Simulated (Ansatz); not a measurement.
Values for one crystal, relaxed and computed with plane-wave PAW r²SCAN (Ansatz code); other levels are named.

- Volume per atom: 15.15 Å³
- Electronic character: metallic (no gap)
- Formation energy from the elements (no fitted shifts): -0.072 eV/atom
- Density of states at the Fermi level: 0.40 states/eV per atom (mean over ±0.08 eV)

Problem. Which compound is it?
(A) Al2W, Fddd (Al on 16f, W on 8b)
(B) AlNi, Cmcm (Al on 4c, Ni on 4c)
(C) TaW, rock salt
(D) TaAl, rock salt

Solution. A, Al2W, Fddd (Al on 16f, W on 8b)

The start of the workflow was typed in or built on a structure type; neither database checked (COD, Materials Project) lists it. Its standing as an ambient phase is unchecked. The cell was relaxed with r²SCAN under the symmetry of its start; whether a distortion lowers the energy is not shown. No spin polarisation was allowed. The references are the lowest solids computed at this level, not always the standard phases. Scalar-relativistic: spin–orbit coupling is off unless named, which matters more the heavier the elements.

Potentials: the earlier of the program's two PAW sets. The files were generated under PBE; for other functionals the program regenerates the frozen cores, and for LDA and PBEsol the local potential too.
